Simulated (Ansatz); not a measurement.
A relaxed cell of SnGe3Se4 is given with its symmetry left out. The cell was found from a structure generator's guess, not taken from experiment.

These are results of Ansatz, DFT PBE, scalar-relativistic, plane waves, PAW, not measurements. Cutoff 420 eV, Γ-centred mesh, Gaussian smearing, no spin polarisation.

```yaml
crystal:
  lattice:
    - [2.03484, 1.17481, 13.34834]
    - [-2.03484, 1.17481, 13.34834]
    - [0.00000, -2.34963, 13.34834]
  atoms:
    - { symbol: Sn, position: [0.50000, 0.50000, 0.50000] }
    - { symbol: Ge, position: [0.74689, 0.74689, 0.74689] }
    - { symbol: Ge, position: [0.00000, 0.00000, 0.00000] }
    - { symbol: Ge, position: [0.25311, 0.25311, 0.25311] }
    - { symbol: Se, position: [0.37350, 0.37350, 0.37350] }
    - { symbol: Se, position: [0.62650, 0.62650, 0.62650] }
    - { symbol: Se, position: [0.87965, 0.87965, 0.87965] }
    - { symbol: Se, position: [0.12035, 0.12035, 0.12035] }
```

Formation energies are uncorrected and refer to the elements' standard structures at the same level. The references include grey tin.

**Question.** What space group does it have?

**Answer.** R-3m (No. 166), with Sn and Ge ordered on rock salt sites. Conventional cell: a = 4.070 Å, c = 40.045 Å. Sn has 6 Se at 2.99 Å; Ge on a site of symmetry 3m has 6 Se at 2.84–2.85 Å; around Ge on a site of symmetry -3m lie 6 Se at 2.85 Å; around Se on its first site lie 6 Ge at 2.84–2.85 Å; 1 more site not described.

**Question.** What is its formation energy per atom?

**Answer.** −0.261 eV/atom. A negative formation energy is needed for stability but isn't enough: competing phases decide.

**Question.** Is it a metal?

**Answer.** No, the gap on the 12×12×12 mesh is 0.06 eV.

The last run used a 12×12×12 mesh for its 8-atom cell and Gaussian smearing of 0.01 eV. The reference form of Se is held partly by dispersion forces, which this level lacks. Small gaps are read on the mesh alone, and bands can cross between its points. A structure relaxed within its symmetry needn't be a true minimum.
